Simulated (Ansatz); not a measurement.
## Phonons of WSe2 (P6_3/mmc)

```yaml
crystal:
  lattice:
    - [3.27116, 0.00000, 0.00000]
    - [-1.63558, 2.83291, 0.00000]
    - [0.00000, 0.00000, 13.22240]
  atoms:
    - { symbol: W, position: [0.33333, 0.66667, 0.25000] }
    - { symbol: W, position: [0.66667, 0.33333, 0.75000] }
    - { symbol: Se, position: [0.33333, 0.66667, 0.62338] }
    - { symbol: Se, position: [0.66667, 0.33333, 0.12338] }
    - { symbol: Se, position: [0.33333, 0.66667, 0.87662] }
    - { symbol: Se, position: [0.66667, 0.33333, 0.37662] }
```

The conventional cell has a = 3.271 Å, b = 3.271 Å, c = 13.222 Å, α = 90.00°, β = 90.00°, γ = 120.00°. W (atom 1) is surrounded by 6 Se at 2.52 Å. Around Se (atom 3) lie 3 W at 2.52 Å.

Level of theory, where no other is named: PBEsol, all-electron LAPW in Ansatz 0.2.0, scalar-relativistic. k mesh 6×6×2, fixed occupations, basis error target 1 meV/atom. The cell was relaxed by PAW under this functional.

Atoms are displaced by 0.01 Å in the primitive cell, which gives the zone-centre modes alone. Negative values stand for unstable modes. The zone centre has no LO-TO term.

**Question.** Is the structure dynamically stable at these wave vectors?

**Answer.** Yes, no mode is unstable there; wave vectors off this mesh aren't tested.

**Question.** How well do frozen-core PAW files reproduce these all-electron values?

**Answer.** With a cutoff of 420 eV and displacements of 0.0025 Å, the r.m.s. difference over the modes is 0.1 cm⁻¹; the largest difference is 247.1 (PAW) against 246.9 cm⁻¹ (LAPW).

**Question.** The cell is scaled evenly to 118.855 and 126.207 Å³ (from 122.531), with free atoms relaxed and the shape held, so these aren't the values under hydrostatic pressure. What are the mode Grüneisen parameters γ = −d ln ω/d ln V?

**Answer.** For the highest mode, 309.0 cm⁻¹ in the small cell and 303.1 in the large one give γ ≈ 0.32. From the change of the dynamical matrix on each mode:

```csv
point,cm⁻¹,γ
Gamma,19.3,4.86
Gamma,26.6,6.95
Gamma,172.7,0.20
Gamma,173.7,0.26
Gamma,245.3,0.27
Gamma,245.4,0.27
Gamma,246.9,0.13
Gamma,248.0,0.23
Gamma,304.7,0.29
Gamma,306.1,0.33
```

**Question.** Linear response on PAW files adds the field. What are the dielectric tensor, the Born charges and the LO shift?

**Answer.** ε∞ = (14.90, 14.90, 6.94) along x, y, z with local fields. Born charges (xx, yy, zz): W1 (-1.32, -1.32, -0.76); W2 (-1.32, -1.32, -0.76); Se3 (0.66, 0.66, 0.38); Se4 (0.66, 0.66, 0.38); Se5 (0.66, 0.66, 0.38); Se6 (0.66, 0.66, 0.38). For q along x the macroscopic field gives longitudinal modes at 247.6 (from 245.4) cm⁻¹. For q along z the macroscopic field gives longitudinal modes at 305.9 (from 304.6) cm⁻¹. Without the field the optical modes lie at 19.3 (E2g), 26.6 (B1g), 172.7 (E2u), 173.7 (E1g), 245.4, 247.1 (B2u), 248.2 (A1g), 304.6 (A2u), 306.1 (B1g) cm⁻¹. With the ions free to follow the field, the program's ε₀ is (15.17, 15.17, 7.00).

Caveats: no spin-orbit coupling on heavy atoms; no dispersion correction, so the spacing and stiffness between layers or molecules are poor; zone-boundary modes aren't tested; the frozen-core PAW files of the compared runs were fitted under PBE, their cores solved anew for this functional; field response not resolved by the mesh; semilocal gaps are low, and ε∞ tends to come out large.
